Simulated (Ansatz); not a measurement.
The cell below belongs to a search over invented structures; it isn't taken from experiment.

Input and command of a plane-wave DFT calculation in Ansatz:

```yaml
crystal:
  lattice:
    - [2.7579483394, 0.0, 0.0]
    - [-1.3789741697, 2.3884533242, 0.0]
    - [0.0, 0.0, 10.226688105]
  atoms:
    - { symbol: Si, position: [0.0, 0.0, 0.7620955146] }
    - { symbol: Si, position: [0.0, 0.0, 0.2379044854] }
    - { symbol: Si, position: [0.0, 0.0, 0.5] }
    - { symbol: C, position: [0.0, 0.0, 0.9395726923] }
    - { symbol: C, position: [0.0, 0.0, 0.0604273077] }
basis:
  ecutwfc: 420
kpoints:
  mp_grid: { grid: [18, 18, 4] }
hamiltonian:
  xc: pbe
scf:
  occupations: { method: gaussian, width: 0.1 }
output:
  forces: true
  stress: true
  eigenvalues: true
  write_density: true
  write_potential: true
  elf: true
  volumetric_format: npy
relax:
  adjacent_minimum: "off"
  f_tol: 0.01
  max_steps: 80
  cell: { stress_tol: 0.05 }
```

```bash
ansatz run input.yaml --threads 1 --pin off --max-ram 2560MiB --backend cpu --events-out ev --progress --plain --runs-dir out
```

Processor: Intel(R) Xeon(R) Processor @ 2.70GHz, 1 thread, on a host shared with other jobs.

Question: Estimate time, memory and problem size.

Answer: About 69 s, peak memory 0.43 GiB. It solves 15 bands at 111 k points (after reduction by symmetry) with about 1329 plane waves (on the last cell), in 57 SCF iterations over 9 ionic steps.
